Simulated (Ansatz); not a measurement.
Ta5AuS in space group F-43m (No. 216; Pearson symbol cF112), plane-wave PAW r²SCAN (Ansatz code), all energies at zero smearing, with the estimated change up to a 700 eV cutoff added, with one set of potentials and settings (totals compare only within such a set). Cell of 28 atoms (20 Ta, 4 S, 4 Au): -255174.585 eV.

| element | reference phase | E (eV/atom) |
|---|---|---|
| Ta | Im-3m, 1 atoms in the cell | -9944.3222 |
| S | P2/c, 32 atoms in the cell | -905.8156 |
| Au | Fm-3m, 1 atoms in the cell | -13163.5078 |

Formation energy per atom, worked out: (-255174.585 − 20×(-9944.3222) − 4×(-905.8156) − 4×(-13163.5078))/28 = -0.387 eV/atom (-37 kJ per mol of atoms), at 0 K, without zero-point energy or fitted corrections.

The first step of the workflow began from a Materials Project structure, measured or hypothetical; the Crystallography Open Database copy checked does not list it. Its standing as an ambient phase is unchecked. The r²SCAN relaxation kept the symmetry of its start; whether a distortion lowers the energy is not shown. The run is not spin-polarised. The references are the lowest solids computed at this level, not always the standard phases. Scalar-relativistic: spin–orbit coupling is off unless named, which matters more the heavier the elements.

Potentials: the later of the program's two PAW sets.
